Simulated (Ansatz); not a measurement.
Relaxed Rh (fcc, Cu type):

```
CELL_PARAMETERS angstrom
      0.00000     3.80000     3.80000
      1.90000     1.90000     3.80000
      1.90000     1.90000     0.00000
ATOMIC_POSITIONS crystal
  Rh 0.00000 0.00000 0.00000
  Rh 0.50000 0.00000 0.00000
```

A phonon eigenvector at X = (0.5, 0.5, 0.0) is frozen into this cell: atom i moves by Q times the vector below, so Q is the largest atomic displacement, in Å. The cell is held. It is one choice among 2 degenerate patterns. (q is in reciprocal vectors of the primitive cell; the cell shown is doubled to hold the pattern.)

```csv
atom,x,y,z
Rh1,0.000,1.000,0.000
Rh2,0.000,-1.000,0.000
```

These are r2SCAN (plane waves to 500 eV, PAW, scalar-relativistic; Ansatz, a program for electronic structure) values and carry that method's errors. k mesh 21×21×21 (Γ-centred), Fermi-Dirac smearing 0.05 eV. Energies are smeared free energies. With partly filled bands, energies and forces of such displacements shift with the k mesh and the smearing. Rh is run without spin polarisation. Rh was relaxed with its symmetry unable to fall. The zero of ΔE is the undisplaced structure. The last digit holds for this mesh only.

```csv
Q (Å),ΔE (meV/cell)
-0.2800,1044.1
-0.2333,729.5
-0.1867,withheld
-0.1400,258.3
-0.0933,113.6
-0.0467,28.2
0.0000,0.0
0.0467,28.2
0.0933,113.6
0.1400,258.3
0.1867,withheld
0.2333,729.5
0.2800,1044.1
```

Task: Fit an even polynomial form (powers 2, 4, 6) to the given rows and predict ΔE at Q = 0.1867.

Result: Least squares on the 11 given rows: ΔE = (12880)·Q² + (18610)·Q⁴ + (-166700)·Q⁶, in meV/cell with Q in Å; root-mean-square residual 0.16 meV/cell. At 0.1867 the fit gives 464.5 meV/cell; the calculation gives 464.3 meV/cell, so the interpolation is off by 0.2 (+0.0 %). The quadratic term alone would give 449.0 meV/cell.

(A displaced cell: forces are minus the slopes of the energy, force constants its curvatures, and phonons follow from these.)
